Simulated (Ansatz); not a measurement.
# Rb$_{2}$LiInF$_{6}$ (Fm-3m), frozen normal mode

These are results of DFT PBEsol, scalar-relativistic, plane waves, PAW in Ansatz 0.2.0, not measurements. Settings: plane waves to 420 eV, k-mesh 6×6×6 (Γ-centred), Gaussian smearing 0.05 eV. No spin polarisation. Energies are free energies at this smearing, counted from the undisturbed cell; pressure is positive in compression.

Reference structure (relaxed at this level; it needn't be the usual structure):

```
Rb Li In F
1.0
     0.00000    4.19347    4.19347
     4.19347    0.00000    4.19347
     4.19347    4.19347    0.00000
Rb Li In F
2 1 1 6
Direct
  0.25000 0.25000 0.25000
  0.75000 0.75000 0.75000
  0.50000 0.50000 0.50000
  0.00000 0.00000 0.00000
  0.24894 0.24894 0.75106
  0.24894 0.75106 0.75106
  0.75106 0.75106 0.24894
  0.24894 0.75106 0.24894
  0.75106 0.24894 0.75106
  0.75106 0.24894 0.24894
```

A zone-centre mode of this cell is frozen in: each atom moves by x times its row below, so x is the largest displacement.
```
atom ux uy uz
 Rb1   0.000  0.000   0.000
 Rb2   0.000  0.000   0.000
 Li3   0.000  0.000   0.000
 In4   0.000  0.000   0.000
  F5   1.000  0.000   0.000
  F6   0.000  0.000   1.000
  F7  -1.000  0.000   0.000
  F8   0.000  0.000   0.000
  F9   0.000  0.000   0.000
 F10   0.000  0.000  -1.000
```

```
  x (Å)  ΔE (meV/cell) force along the mode (eV/Å) pressure (GPa)
-0.3000          122.0                         0.99            -0.1
-0.1500           25.5                         0.36             0.0
 0.0000            0.0                         0.00             0.0
 0.0375            1.5                        -0.08             0.0
 0.0750            6.0                        -0.16             0.0
 0.1125           13.9                        -0.26             0.0
 0.1875           41.3                        -0.49             0.0
 0.2250           62.1                        -0.63            -0.1
 0.2625           88.7                        -0.79            -0.1
```

By symmetry 0.3000 repeats -0.3000, -0.2250 repeats 0.2250, 0.1500 repeats -0.1500, -0.0750 repeats 0.0750 in energy, with the opposite slope along the path.

Cost: 9 runs of about 2 core-minutes in all, on Arm Neoverse V2 (shared hosts).